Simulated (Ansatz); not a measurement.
Input file for Ansatz (an electronic-structure program):

Ansatz 0.2 input:
```yaml
crystal:
  lattice:
    - [0.0, 2.6770707615, 2.6770707615]
    - [2.6770707615, 0.0, 2.6770707615]
    - [2.6770707615, 2.6770707615, 0.0]
  atoms:
    - { symbol: Ag, position: [0.5, 0.5, 0.5] }
    - { symbol: Cl, position: [0.0, 0.0, 0.0] }
kpoints:
  mp_grid: { grid: [9, 9, 9] }
hamiltonian:
  xc: lda
  pseudopotentials: { kind: paw }
scf:
  occupations: { method: fixed }
phonons:
  method: dfpt
  response_accuracy: low
  eigenvectors: true
  rigid_motions: translations
  dielectric: true
  raman: true
```

Output (shortened):

```
Pseudopotential: Ag, paw, valence charge 19
Pseudopotential: Cl, paw, valence charge 7
Functional definition: SPW92
Crystal: 2 atoms, lattice volume = 38.372 Å³
Basis set: ecut = 420 eV, 749 PW (Γ), exchange–correlation on 54×54×54 points (8 copies of the dense FFT grid, shifted against one another)
Bands: 17, of which v1, the nominal top of the filled ones, is band 13 counted from 1 (12 counted from 0)
Symmetry: 48 space group operations
k-points: 75 of 729 (irreducible under 8 space group operations, time reversal used)
SCF iter   1: F=—  HF=-8502.944699 eV  |F-HF|=—  |Δ(HF+E_count)|=         —  Δρ=1.24e-2  dr2=5.18e-2  ethr=1.77e-3  ⟨swp⟩=5.0  Hψ=5385  notcnv=0  defer=148
preconditioner: auto → none
SCF iter   2: F=—  HF=-8502.929756 eV  |F-HF|=—  |Δ(HF+E_count)|=   1.49e-2  Δρ=5.04e-3  dr2=5.15e-3  ethr=1.99e-4  ⟨swp⟩=2.1  Hψ=2597  notcnv=0  defer=148
SCF iter   3: F=—  HF=-8502.928202 eV  |F-HF|=—  |Δ(HF+E_count)|=   1.55e-3  Δρ=2.13e-3  dr2=8.76e-4  ethr=1.98e-5  ⟨swp⟩=2.7  Hψ=2354  notcnv=0  defer=148
SCF iter   4: F=—  HF=-8502.927985 eV  |F-HF|=—  |Δ(HF+E_count)|=   2.18e-4  Δρ=7.99e-4  dr2=1.37e-4  ethr=3.37e-6  ⟨swp⟩=2.1  Hψ=1881  notcnv=0  defer=148
SCF iter   5: F=—  HF=-8502.927940 eV  |F-HF|=—  |Δ(HF+E_count)|=   4.53e-5  Δρ=1.01e-4  dr2=1.93e-6  ethr=5.26e-7  ⟨swp⟩=1.7  Hψ=1673  notcnv=0
SCF iter   6: F=—  HF=-8502.927916 eV  |F-HF|=—  |Δ(HF+E_count)|=   2.38e-5  Δρ=9.55e-6  dr2=2.65e-8  ethr=7.41e-9  ⟨swp⟩=2.2  Hψ=2155  notcnv=0
SCF iter   7: F=-8502.927916 eV  HF=-8502.927916 eV  |F-HF|=5.46e-12  |Δ(HF+E_count)|=   7.26e-9  Δρ=8.33e-7  dr2=8.19e-11  ethr=1.00e-12  ⟨swp⟩=6.4  Hψ=8111  notcnv=0
SCF 1 converged in 7 iterations: F = -8502.927916 eV  dr2 = 8.19e-11
NSCF: frozen V_eff on 19 k-points
DFPT response loops at Γ: preconditioner auto → none (the input reference at scf.mixing.eps_inf says where Resta's filter doesn't serve); β = 0.50 …
── the response to a field inside a basis, on 10×10×10 k-points: an SCF that follows is theirs, and a resumed run solves both again ──
Crystal: 2 atoms, lattice volume = 38.372 Å³
Bands: 14, of which v1, the nominal top of the filled ones, is band 13 counted from 1 (12 counted from 0)
k-points: 110
SCF iter   1: F=—  HF=-8502.923958 eV  |F-HF|=—  |Δ(HF+E_count)|=         —  Δρ=2.58e-4  dr2=2.66e-6  ethr=1.00e-1
preconditioner: auto → none
SCF iter   2: F=—  HF=-8502.923960 eV  |F-HF|=—  |Δ(HF+E_count)|=   1.20e-6  Δρ=1.29e-4  dr2=9.08e-7  ethr=1.02e-8
SCF iter   3: F=—  HF=-8502.923960 eV  |F-HF|=—  |Δ(HF+E_count)|=   8.20e-7  Δρ=5.37e-5  dr2=1.05e-6  ethr=3.49e-9
SCF iter   4: F=—  HF=-8502.923960 eV  |F-HF|=—  |Δ(HF+E_count)|=   3.32e-7  Δρ=4.29e-6  dr2=3.01e-9  ethr=3.49e-9
SCF iter   5: F=—  HF=-8502.923960 eV  |F-HF|=—  |Δ(HF+E_count)|=  5.64e-10  Δρ=1.13e-6  dr2=1.95e-10  ethr=1.16e-11
SCF iter   6: F=-8502.923960 eV  HF=-8502.923960 eV  |F-HF|=0.00e0  |Δ(HF+E_count)|=  4.37e-11  Δρ=8.06e-8  dr2=8.70e-13  ethr=1.00e-12
SCF 1 converged in 6 iterations: F = -8502.923960 eV  dr2 = 8.70e-13
DFPT response loops at Γ: mixed as the last ones told, above
DFPT response loops at Γ: mixed as the last ones told, above
SCF converged after 7 iterations
Free energy (F): -8502.927916 eV
Harris-Foulkes:  -8502.927916 eV  (|F-HF|=5.46e-12)
Internal energy: -8502.927916 eV  (E = F + TS)
E sigma→0 (E₀):  -8502.927916 eV
Fermi energy:    9.637878 eV
--- Per-component energies (eV) ---
  E_band       = -329.181001
  E_kinetic    = 690.351557
  E_local      = -3050.918448  (includes V_loc(G=0)·N_el)
  E_nonlocal   = 120.646720
  E_hartree    = 1340.635701
  E_xc         = -288.224925
  E_vxc        = -354.272586  (∫ρ·V_xc dr)
  E_paw        = -4398.745142  (= ΣΔE_a)
  E_vpaw       = -416.260107  (= ΣTr[D̂ρ^β])
  E_aug_tail   = 0.000369  (compensation charges beyond the density's cutoff)
  E_ewald      = -2917.589048
  E_core_change = 0.915299  (= ΣΔE_core)
  E_smearing   =  0.000000  (= −TS)
  E_closure    =  0.000000  (closes the sum)
  Σ components = -8502.927916   (vs F -8502.927916, Δ=0.00e0)
  [band-id]    e_kinetic+e_local+e_nonlocal+2·e_hartree+e_vxc+e_vpaw+e_augmentation_tail = -329.181092   (vs E_band -329.181001, Δ=-9.08e-5)
--- Band table (eV; the first three rows and the last of 75) ---
  k-point 0: bands = ["-80.2869", "-43.8834", "-43.8834", "-43.8834", "-6.1428", "6.6926", "6.6926", "6.6926", "6.7386", "6.7386", "6.9416", "6.9416", "6.9416", "10.3225", "20.2020", "20.2020", "20.2020"]
  k-point 1: bands = ["-80.2868", "-43.8840", "-43.8835", "-43.8835", "-6.0765", "6.0390", "6.0653", "6.0653", "6.7507", "6.7507", "7.0583", "7.6854", "7.6854", "10.9853", "19.0133", "19.9957", "19.9957"]
  k-point 2: bands = ["-80.2868", "-43.8856", "-43.8838", "-43.8838", "-5.9013", "4.9573", "5.4426", "5.4426", "6.8899", "6.8899", "7.2053", "8.5115", "8.5115", "12.2306", "17.5211", "18.8919", "18.8919"]
  k-point 74: bands = ["-80.2866", "-43.8872", "-43.8866", "-43.8854", "-5.4665", "4.5236", "4.8738", "4.9877", "7.1766", "7.2168", "7.4041", "7.5396", "8.2930", "13.7801", "16.8208", "17.2480", "18.1644"]
--- Phonons (Γ-DFPT): 2 representative perturbations + reference, on 75 of 729 k-points (Σ response iterations 6) ---
  ASR residual: 2.609e-4 → 0.000e0 eV/Å²; symmetrization residual: 3.532e-5 eV/Å²
  ASR residual per site (eV/Å²): 2.61e-4 5.38e-5
  Γ frequencies (cm⁻¹): 0.00 0.00 0.00 129.92 129.92 129.92
  ε∞ (high-frequency dielectric tensor):
        5.863140     0.000000     0.000000
        0.000000     5.863140     0.000000
        0.000000     0.000000     5.863140
  ε⁰ (static dielectric tensor: ions relaxed, cell fixed):
       11.561108     0.000000     0.000000
        0.000000    11.561108     0.000000
        0.000000     0.000000    11.561108
  ε⁰ − ε∞ (ionic part):
        5.697969     0.000000     0.000000
        0.000000     5.697969     0.000000
        0.000000     0.000000     5.697969
  softest optical mode at Γ: 129.92 cm⁻¹; the repairs (sum rule, projections) moved no ω² at Γ by more than (1.51 cm⁻¹)²
  Born effective charges Z* (e; rows j = field, columns β = displacement):
    site 0:
         1.41457    0.00000    0.00000
         0.00000    1.41457    0.00000
         0.00000    0.00000    1.41457
    site 1:
        -1.41457    0.00000    0.00000
         0.00000   -1.41457    0.00000
         0.00000    0.00000   -1.41457
  Z* charge neutrality: 8.008e-4 e pre-enforcement
  solved inside a basis spanned on kpoints, on 10×10×10 k-points transformed towards the longest dipole …
  Raman tensors (in the event stream and the table raman_tensors.tsv) …
  optical modes at Γ without the LO–TO term, one row a degenerate level:
      ω (cm⁻¹)  modes    IR ((D/Å)²/amu)  static Raman (Å⁴/amu)  depolarisation
        129.92      3             5.1907                 0.0000               —
  optical modes at Γ + LO–TO along q̂ = [1.0000, 0.0000, 0.0000]:
      ω (cm⁻¹)  modes    IR ((D/Å)²/amu)  static Raman (Å⁴/amu)  depolarisation
        129.92      2             3.4605                 0.0000               —
        182.43      1             1.7302                 0.0000               —
  optical modes at Γ + LO–TO along q̂ = [0.0000, 1.0000, 0.0000]:
      ω (cm⁻¹)  modes    IR ((D/Å)²/amu)  static Raman (Å⁴/amu)  depolarisation
        129.92      2             3.4605                 0.0000               —
        182.43      1             1.7302                 0.0000               —
  optical modes at Γ + LO–TO along q̂ = [0.0000, 0.0000, 1.0000]:
      ω (cm⁻¹)  modes    IR ((D/Å)²/amu)  static Raman (Å⁴/amu)  depolarisation
        129.92      2             3.4605                 0.0000               —
        182.43      1             1.7302                 0.0000               —
```

Cost: about 4 core-minutes (a rough figure) on shared cores.

Space group Fm-3m (rock salt). The cell was relaxed with LDA under the symmetry of its start; phonons on a q-mesh show no instability. No spin polarisation was allowed. Scalar-relativistic: spin–orbit coupling is off unless named, which matters more the heavier the elements.

Potentials: the later of the program's two PAW sets.

Ansatz is a plane-wave DFT program.
